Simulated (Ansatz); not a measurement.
Theory: DFT PBE, scalar-relativistic, plane waves, PAW in Ansatz 0.2.0. All cells share a 420 eV cutoff and Γ-centred k meshes spaced at most about 0.3 Å⁻¹ (about 0.25 or finer for metals, 2π included). No spin polarisation in the final relaxations.

Temperature and zero-point effects are left out. All come from trial cells, and lower structures may exist.

Task: Order these relaxed structures of CaH by energy, lowest first, with the energy over the lowest of them.
1.

```cif
data_structure
_symmetry_space_group_name_H-M 'P6_3/mmc'
_symmetry_Int_Tables_number 194
_cell_length_a 3.7157
_cell_length_b 3.7157
_cell_length_c 5.7979
_cell_angle_alpha 90.000
_cell_angle_beta 90.000
_cell_angle_gamma 120.000
_cell_volume 69.33
loop_
_atom_site_label
_atom_site_type_symbol
_atom_site_symmetry_multiplicity
_atom_site_Wyckoff_symbol
_atom_site_fract_x
_atom_site_fract_y
_atom_site_fract_z
_atom_site_occupancy
Ca1 Ca 2 d 0.33333 0.66667 0.75000 1
H1 H 2 a 0.00000 0.00000 0.00000 1
```

2.

```cif
data_structure
_symmetry_space_group_name_H-M 'Fm-3m'
_symmetry_Int_Tables_number 225
_cell_length_a 5.1456
_cell_length_b 5.1456
_cell_length_c 5.1456
_cell_angle_alpha 90.000
_cell_angle_beta 90.000
_cell_angle_gamma 90.000
_cell_volume 136.24
loop_
_atom_site_label
_atom_site_type_symbol
_atom_site_symmetry_multiplicity
_atom_site_Wyckoff_symbol
_atom_site_fract_x
_atom_site_fract_y
_atom_site_fract_z
_atom_site_occupancy
Ca1 Ca 4 b 0.50000 0.00000 0.00000 1
H1 H 4 a 0.00000 0.00000 0.00000 1
```

Result: 1 (0 meV/atom), 2 (53 meV/atom). Forms: 1 anti-nickel arsenide type, P6_3/mmc; 2 rock salt type, Fm-3m. Counting H atoms around Ca (those within 1.25 times the shortest such distance or 1.15 times the sum of covalent radii): cell 1 has Ca 6; cell 2 has Ca 6.

With hydrogen, zero-point motion can shift such differences by 10 meV/atom or more. A magnetic state wasn't ruled out in cells without spin, among them Fm-3m. Cells relaxed within their symmetry can be saddle points. Some structure types and database cells were kept out of the candidates from the start, so a known form may be missing.
